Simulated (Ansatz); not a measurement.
The start is a relaxed Nb cell displaced along its unstable phonon at q = (½, 0, 0) of its primitive reciprocal cell (53i cm⁻¹), largest move 0.15 Å. The cell and all atomic positions are relaxed at zero pressure with PBEsol (plane waves to 420 eV, PAW, scalar-relativistic; Ansatz, a first-principles code). First-step values are on the input's coarse k-mesh.

Ansatz input (later rounds restart from its end on a renewed k-mesh):
Ansatz 0.2 input:
```yaml
crystal:
  lattice:
    - [0, 4.170205477, 4.170205477]
    - [2.0851027385, 0, 2.0851027385]
    - [2.0851027385, 2.0851027385, 0]
  atoms:
    - { symbol: Nb, position: [0, -0.0579232684, 0.0374040265] }
    - { symbol: Nb, position: [0.5, 1.0579232684, -0.0374040265] }
basis: { ecutwfc: 420, ecutrho_ratio: 4, xc_grid: 2, fft_grid_basis: typed }
kpoints: { mp_grid: { grid: [7, 13, 13] } }
hamiltonian:
  xc: pbesol
  dispersion: none
  pseudopotentials: { kind: paw }
scf: { occupations: { method: fermi_dirac, width: 0.05 } }
relax: { f_tol: 0.01, max_steps: 100, cell: { stress_tol: 0.02 } }
output: { forces: true, stress: true }
```

- Energy released = 0.34 eV/atom
- Volume change = -3.5 %, from 18.13 to 17.50 Å³/atom
- Relative to the parent = It does not go back: it reaches Im-3m (No. 229), bcc (W type), 0.35 eV/atom below the parent
- Shortest distances (start → end) = The closest pairs of elements (up to four, under 3.6 Å), start → end: Nb–Nb 2.79 → 2.83 Å
- Optimiser moves = 30

Final values are on a 20×20×20 k-mesh of the relaxed cell. No spin polarisation in the result.

The run could not lose the symmetry of its start.

Of the parent cell (Fm-3m (No. 225)): it is a generated cell of Nb: the first start was made by placing the elements on the sites of a structure type, and the end was not matched to a known phase here, so it may be hypothetical. Known forms of Nb include space group No. 229.
